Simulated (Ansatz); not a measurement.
input.yaml

```yaml
crystal:
  lattice:
    - [5.8226178761, 0.0, 0.0]
    - [0.0, 7.6192383001, 0.0]
    - [0.0, 0.0, 27.8765671958]
  atoms:
    - { symbol: Si, position: [0.375, 0.5290403533, 0.3679686586] }
    - { symbol: Si, position: [0.875, 0.5290403533, 0.3679686586] }
    - { symbol: "N", position: [0.125, 0.0, 0.3852267348] }
    - { symbol: "N", position: [0.625, 0.0, 0.3852267348] }
    - { symbol: "N", position: [0.125, 0.6350876235, 0.386028964] }
    - { symbol: "N", position: [0.625, 0.6350876235, 0.386028964] }
    - { symbol: "N", position: [0.375, 0.3200857022, 0.3931026886] }
    - { symbol: "N", position: [0.875, 0.3200857022, 0.3931026886] }
    - { symbol: Si, position: [0.125, 0.2098373764, 0.409174193] }
    - { symbol: Si, position: [0.625, 0.2098373764, 0.409174193] }
    - { symbol: Si, position: [0.125, 0.8192029769, 0.422922043] }
    - { symbol: Si, position: [0.625, 0.8192029769, 0.422922043] }
    - { symbol: "N", position: [0.375, 0.8150019212, 0.4570538526] }
    - { symbol: "N", position: [0.875, 0.8150019212, 0.4570538526] }
    - { symbol: "N", position: [0.120794196, 0.1905911709, 0.471355494] }
    - { symbol: "N", position: [0.6205185345, 0.1908056986, 0.4713693221] }
    - { symbol: Si, position: [0.3710607548, 0.1815271382, 0.5056749412] }
    - { symbol: Si, position: [0.8711847642, 0.1815939484, 0.5055419314] }
    - { symbol: Si, position: [0.3740537638, 0.7879516391, 0.5192229734] }
    - { symbol: Si, position: [0.8739790157, 0.7877965163, 0.5191598368] }
    - { symbol: "N", position: [0.1238809156, 0.6773615001, 0.5359876996] }
    - { symbol: "N", position: [0.6238730895, 0.6772699361, 0.5362065227] }
    - { symbol: "N", position: [0.3716400177, 0.3622840712, 0.5442781889] }
    - { symbol: "N", position: [0.8719781334, 0.3619772732, 0.5442298136] }
    - { symbol: "N", position: [0.3741651745, -0.0022078961, 0.5412969326] }
    - { symbol: "N", position: [0.874240791, -0.0021915533, 0.541045967] }
    - { symbol: Si, position: [0.12209848, 0.4685816126, 0.5607342423] }
    - { symbol: Si, position: [0.6223646779, 0.4679855937, 0.5606721862] }
    - { symbol: O, position: [0.3609680551, 0.5170230428, 0.3085088637] }
    - { symbol: O, position: [0.8609963161, 0.5169739251, 0.3085109351] }
    - { symbol: H, position: [0.5111638188, 0.5057463147, 0.2931564535] }
    - { symbol: H, position: [1.0112103913, 0.5057452352, 0.2931621819] }
    - { symbol: H, position: [0.2313264502, 0.9850508227, 0.3564962233] }
    - { symbol: H, position: [0.7314559245, 0.9850926986, 0.35651477] }
    - { symbol: H, position: [0.3473938955, 0.016251786, 0.5769758208] }
    - { symbol: H, position: [0.844657055, 0.0155204398, 0.5766086929] }
    - { symbol: O, position: [0.1330722416, 0.4849760066, 0.6203432018] }
    - { symbol: O, position: [0.6365427931, 0.4802766122, 0.6203893165] }
    - { symbol: H, position: [-0.0185713991, 0.4939614226, 0.6351906233] }
    - { symbol: H, position: [0.4872499539, 0.4983914375, 0.6356049339] }
    - { symbol: B, position: [0.6310008427, 0.0788877195, 0.6861429072] }
    - { symbol: Cl, position: [0.3448349644, 0.1146487708, 0.6706614884] }
    - { symbol: Cl, position: [0.7713937263, 0.2223112514, 0.7251221187] }
    - { symbol: Cl, position: [0.7759859738, -0.1038156475, 0.6629735251] }
basis:
  ecutwfc: 420
kpoints:
  mp_grid: { grid: [3, 2, 1] }
hamiltonian:
  xc: pbe
  dispersion: d3bj
scf:
  occupations: { method: gaussian, width: 0.05 }
output:
  forces: true
  eigenvalues: true
  write_density: true
  volumetric_format: npy
efield:
  axis: 3
  dipole_correction: true
  ramp_width: 0.04
```

Launched with
```bash
ansatz run input.yaml --threads 4 --pin off --max-ram 10240MiB --backend cpu --events-out ev --progress --plain --runs-dir out
```

The calculation used Ansatz, DFT PBE+D3(BJ), scalar-relativistic, plane waves, PAW.

Part of what the program printed, abridged:

```
Pseudopotentials: kind: paw
Pseudopotential: Si, paw, valence charge 4, recommended cutoff 420 eV (normal)
Pseudopotential: N, paw, valence charge 5, recommended cutoff 420 eV (normal)
Pseudopotential: O, paw, valence charge 6, recommended cutoff 420 eV (normal)
Pseudopotential: H, paw, valence charge 1, recommended cutoff 420 eV (normal)
Pseudopotential: B, paw, valence charge 3, recommended cutoff 420 eV (normal)
Pseudopotential: Cl, paw, valence charge 7, recommended cutoff 420 eV (normal)
Functional definition: PBE
Crystal: 44 atoms, lattice volume = 1236.714 Å³
Basis set: ecut = 420 eV, 24139 PW (Γ), exchange–correlation on 80×108×384 points (8 copies of the dense FFT grid, shifted against one another)
Bands: 136, of which v1, the nominal top of the filled ones, is band 92 counted from 1 (91 counted from 0)
Symmetry: 1 space group operations
Space group: P1 (ITA 1), of the structure as read, at distance tolerance 1.1e-4 Å
k-points: 4 of 6 (time reversal used)
Initial density: superposition of atomic densities (neutral atoms: chi_scale 0, normalization atom), corrected by the library's trained network
Initial wavefunctions: pseudopotential atomic-orbital guess
Functional: x = pbe(κ = 0.804, μ = 0.21951497), c = pbe(β = 0.06672455)
SCF iter   1: F=—  HF=-19607.321588 eV  |F-HF|=—  |Δ(HF+E_count)|=         —  Δρ=2.38e-3  dr2=2.20e-1  ethr=1.77e-3  p=-0.217 e·Å  D=-3.17e-2 V/Å  ΔV_dip=0.88 eV  dr2_dipole=3.45e-2  V_vac-E_F(+/−)=4.13/3.25 eV  ⟨swp⟩=7.5  Hψ=2852  notcnv=0  defer=103
efield: sawtooth ramp at fractional position 0.9891 (placed from the atoms, in the widest stretch of the axis that holds none; the zero of the levels goes with the place), width 0.0400; the density the first Hamiltonian is built on has a dipole p = -0.217 e·Å; the dipole correction subtracts the counter field D = -3.17e-2 V/Å, which shifts the + side's vacuum level by +0.88 eV against the − side's; the planar-averaged density in the ramp window peaks in size at 5.0e-6 e/Å³
SCF iter   2: F=—  HF=-19607.259350 eV  |F-HF|=—  |Δ(HF+E_count)|=   6.22e-2  Δρ=1.50e-3  dr2=2.38e-2  ethr=1.20e-4  p=-0.016 e·Å  D=-2.36e-3 V/Å  ΔV_dip=0.07 eV  dr2_dipole=7.83e-4  V_vac-E_F(+/−)=3.92/3.85 eV  ⟨swp⟩=3.0  Hψ=943  notcnv=0  defer=154
SCF iter   3: F=—  HF=-19607.255547 eV  |F-HF|=—  |Δ(HF+E_count)|=   3.80e-3  Δρ=5.63e-4  dr2=4.91e-3  ethr=1.29e-5  p=0.020 e·Å  D=3.00e-3 V/Å  ΔV_dip=-0.08 eV  dr2_dipole=3.45e-4  V_vac-E_F(+/−)=3.86/3.95 eV  ⟨swp⟩=2.0  Hψ=771  notcnv=0  defer=154
SCF iter   4: F=—  HF=-19607.254873 eV  |F-HF|=—  |Δ(HF+E_count)|=   6.74e-4  Δρ=2.29e-4  dr2=5.46e-4  ethr=2.67e-6  p=0.054 e·Å  D=7.91e-3 V/Å  ΔV_dip=-0.22 eV  dr2_dipole=2.23e-5  V_vac-E_F(+/−)=3.80/4.02 eV  ⟨swp⟩=2.0  Hψ=767  notcnv=0  defer=154
SCF iter   5: F=—  HF=-19607.254910 eV  |F-HF|=—  |Δ(HF+E_count)|=   3.66e-5  Δρ=6.58e-5  dr2=4.46e-5  ethr=2.97e-7  p=0.065 e·Å  D=9.57e-3 V/Å  ΔV_dip=-0.27 eV  dr2_dipole=2.39e-7  V_vac-E_F(+/−)=3.78/4.05 eV  ⟨swp⟩=2.0  Hψ=770  notcnv=0  defer=154
SCF iter   6: F=—  HF=-19607.254700 eV  |F-HF|=—  |Δ(HF+E_count)|=   2.10e-4  Δρ=2.66e-5  dr2=6.24e-6  ethr=2.42e-8  p=0.066 e·Å  D=9.63e-3 V/Å  ΔV_dip=-0.27 eV  dr2_dipole=2.25e-8  V_vac-E_F(+/−)=3.78/4.05 eV  ⟨swp⟩=2.2  Hψ=984  notcnv=0  defer=152
SCF iter   7: F=—  HF=-19607.254702 eV  |F-HF|=—  |Δ(HF+E_count)|=   1.68e-6  Δρ=6.97e-6  dr2=4.27e-7  ethr=3.39e-9  p=0.066 e·Å  D=9.60e-3 V/Å  ΔV_dip=-0.27 eV  dr2_dipole=3.96e-9  V_vac-E_F(+/−)=3.78/4.05 eV  ⟨swp⟩=2.2  Hψ=760  notcnv=0  defer=152
SCF iter   8: F=-19607.254702 eV  HF=-19607.254702 eV  |F-HF|=2.18e-8  |Δ(HF+E_count)|=   6.05e-7  Δρ=2.11e-6  dr2=4.21e-8  ethr=5.43e-11  p=0.066 e·Å  D=9.61e-3 V/Å  ΔV_dip=-0.27 eV  dr2_dipole=2.50e-10  V_vac-E_F(+/−)=3.78/4.05 eV  ⟨swp⟩=26.8  Hψ=4261  notcnv=0
SCF 1 converged in 8 iterations: F = -19607.254702 eV  dr2 = 4.21e-8
SCF converged after 8 iterations
Free energy (F): -19607.254702 eV
Harris-Foulkes:  -19607.254702 eV  (|F-HF|=2.18e-8)
Internal energy: -19607.254702 eV  (E = F + TS)
E sigma→0 (E₀):  -19607.254702 eV
Fermi energy:    0.255485 eV
Dipole field:    D = 0.009599 V/Å  (p = 0.065605 e·Å, saw-weighted, corrected)
Work function:   Φ+ = 3.7843 eV   Φ− = 4.0519 eV
Levels:          The Fermi level and band energies are counted from a zero that moves with the ramp; work functions are not
--- Per-component energies (eV) ---
  E_band       = -1566.516717
  E_kinetic    = 4040.861419
  E_local      = -127747.883802  (includes V_loc(G=0)·N_el)
  E_nonlocal   = 1323.320997
  E_hartree    = 61998.050552
  E_xc         = -2366.648308
  E_vxc        = -2686.616285  (∫ρ·V_xc dr)
  E_paw        = -10897.023788  (= ΣΔE_a)
  E_vpaw       = -493.107610  (= ΣTr[D̂ρ^β])
  E_aug_tail   = 0.002104  (compensation charges beyond the density's cutoff)
  E_efield     = 0.000315  (sawtooth field / dipole correction)
  E_vefield    = 0.780427  (∫n·V_field dr)
  E_ewald      = 54048.430330
  E_disp       = -6.364521  (pairwise vdW)
  E_smearing   =  0.000000  (= −TS)
--- Forces (eV/Å), atoms counted from 1 ---
  atom   1  Si    -0.04568735     0.22030021     0.48632889
  atom   2  Si    -0.04471015     0.22456065     0.48609341
  atom   3  N     -0.07372668     0.08768365     0.30556428
  atom   4  N     -0.07134292     0.09044753     0.30536728
  atom   5  N      0.08509011    -0.38718728    -0.35056359
  atom   6  N      0.08522858    -0.38773449    -0.35050410
  atom   7  N     -0.07262868     0.09548543    -0.36722208
  atom   8  N     -0.07031045     0.09021191    -0.35778370
  atom   9  Si    -0.01177728     0.10366644     0.01595282
  atom  10  Si    -0.03244191     0.10618210     0.02327644
  atom  11  Si    -0.05612745    -0.02325528    -0.21145542
  atom  12  Si    -0.05685519    -0.01778264    -0.21514131
  atom  13  N      0.19636774    -0.09826560     0.13206796
  atom  14  N      0.17193871    -0.11047070     0.08776484
  atom  15  N     -0.00089203     0.00035196    -0.01087418
  atom  16  N     -0.00034248    -0.00036874    -0.00899091
  atom  17  Si     0.00075146    -0.00275614     0.01801731
  atom  18  Si    -0.00191318     0.00039564     0.01680166
  atom  19  Si    -0.00330412     0.00536367     0.01716436
  atom  20  Si     0.00173168     0.00109860     0.01448158
  atom  21  N     -0.00210581     0.00462659    -0.00908572
  atom  22  N     -0.00179168     0.00456122    -0.00743986
  atom  23  N      0.00068433    -0.00286489    -0.00680943
  atom  24  N     -0.00215702    -0.00501055    -0.00761591
  atom  25  N      0.00326370     0.00456170     0.00957516
  atom  26  N     -0.00070008    -0.00083081     0.01353580
  atom  27  Si    -0.00281985     0.00141058     0.01148678
  atom  28  Si     0.00218651    -0.00135647    -0.00146211
  atom  29  O     -0.00014571     0.00044652    -0.00067589
  atom  30  O     -0.00037598     0.00032339    -0.00064919
  atom  31  H      0.00019208    -0.00007296     0.00003808
  atom  32  H      0.00000857    -0.00006469     0.00026861
  atom  33  H     -0.00057108    -0.00000370    -0.00021805
  atom  34  H     -0.00025047    -0.00032840    -0.00010962
  atom  35  H      0.00215405    -0.00554050    -0.02153187
  atom  36  H      0.00494237    -0.00037524    -0.01846062
  atom  37  O      0.00448248     0.00251910     0.00387796
  atom  38  O     -0.00225139     0.00233072     0.00458076
  atom  39  H      0.00175269    -0.00183991    -0.00711604
  atom  40  H     -0.00002270    -0.00016352     0.00092149
  atom  41  B     -0.00296521     0.00307476    -0.00256402
  atom  42  Cl     0.01039393    -0.00242300     0.00248383
  atom  43  Cl    -0.00685671    -0.00791071    -0.00458014
  atom  44  Cl    -0.00610748     0.00701101     0.00519761
--- Band table (eV) ---
  k-point 0: bands = ["-21.1235", "-21.0873", "-20.5857", "-20.5640", "-18.6971", "-18.4261", "-18.0058", "-17.6941", "-17.2135", "-17.1599", "-16.9037", "-16.6437", "-16.6386", "-16.6177", "-16.5888", "-16.0089", "-16.0032", "-15.9147", "-15.8815", "-15.8717", "-15.5979", "-15.5629", "-15.5449", "-10.2646", "-10.1881", "-10.0988", "-10.0303", "-9.9582", "-9.3699", "-9.2137", "-9.2002", "-9.1924", "-9.1674", "-8.5469", "-8.5131", "-8.4559", "-7.8146", "-7.7601", "-7.6706", "-7.4400", "-7.3587", "-7.2644", "-7.1845", "-7.1682", "-6.9785", "-6.5718", "-6.1658", "-6.0997", "-5.9367", "-5.8946", "-5.8792", "-5.7734", "-5.6123", "-5.4883", "-5.4465", "-5.4349", "-5.4164", "-5.2719", "-5.1293", "- ...
  k-point 1: bands = ["-21.1227", "-21.0866", "-20.5857", "-20.5641", "-18.4819", "-18.4228", "-18.1947", "-17.7252", "-17.5019", "-17.2112", "-17.1591", "-16.5987", "-16.5472", "-16.4407", "-16.0770", "-16.0396", "-15.9746", "-15.8898", "-15.8769", "-15.8460", "-15.7679", "-15.5954", "-15.5279", "-10.5692", "-10.2485", "-10.1705", "-9.6931", "-9.5715", "-9.5680", "-9.4227", "-9.3995", "-9.2886", "-9.1566", "-8.6611", "-8.5538", "-8.3570", "-8.0977", "-7.7848", "-7.5772", "-7.4174", "-7.3538", "-7.2491", "-7.0593", "-6.7862", "-6.5032", "-6.4448", "-6.2806", "-6.2198", "-6.1876", "-6.0798", "-6.0398", "-6.0265", "-5.7766", "-5.5384", "-5.4752", "-5.4128", "-5.2745", "-5.0751", "-4.9715", "-4 ...
  k-point 2: bands = ["-21.0005", "-20.9645", "-20.7259", "-20.7034", "-18.3982", "-18.3800", "-17.7290", "-17.5414", "-17.3970", "-17.2269", "-17.1980", "-17.0113", "-16.6784", "-16.6280", "-16.4472", "-16.3924", "-16.1613", "-16.0429", "-15.9165", "-15.8777", "-15.6426", "-15.4746", "-15.4419", "-9.8922", "-9.8776", "-9.7791", "-9.5267", "-9.3322", "-9.1972", "-9.1414", "-9.0721", "-8.9263", "-8.5666", "-8.4723", "-8.1800", "-7.9943", "-7.8842", "-7.7379", "-7.5058", "-7.4916", "-7.3283", "-7.2853", "-7.2342", "-6.9877", "-6.9471", "-6.6487", "-6.6154", "-6.4624", "-6.2061", "-6.1380", "-6.0429", "-6.0158", "-5.9946", "-5.9735", "-5.8960", "-5.6996", "-5.4712", "-5.4326", "-5.3240", "-5.06 ...
  k-point 3: bands = ["-20.9999", "-20.9640", "-20.7257", "-20.7033", "-18.3930", "-18.1744", "-17.8864", "-17.4425", "-17.3774", "-17.2742", "-17.2184", "-17.1929", "-17.0423", "-16.7239", "-16.6850", "-16.2299", "-15.9089", "-15.8098", "-15.7146", "-15.6548", "-15.6461", "-15.5612", "-15.4828", "-10.3047", "-9.9594", "-9.8855", "-9.5375", "-9.4292", "-9.1801", "-9.0988", "-9.0322", "-8.7436", "-8.5569", "-8.4645", "-8.1484", "-8.1278", "-7.9995", "-7.7855", "-7.6563", "-7.3642", "-7.2918", "-7.2307", "-7.0001", "-6.9180", "-6.8410", "-6.8090", "-6.6012", "-6.5223", "-6.4150", "-6.1652", "-6.0974", "-5.9509", "-5.9050", "-5.8006", "-5.7682", "-5.6263", "-5.4128", "-5.3811", "-5.3655", "-5.2 ...
```

The calculation finished and met its thresholds.

The run took 10 s on 4 threads of AMD EPYC 9R45 96-Core Processor (Zen 5), with other jobs on the host, peak memory 2.8 GiB.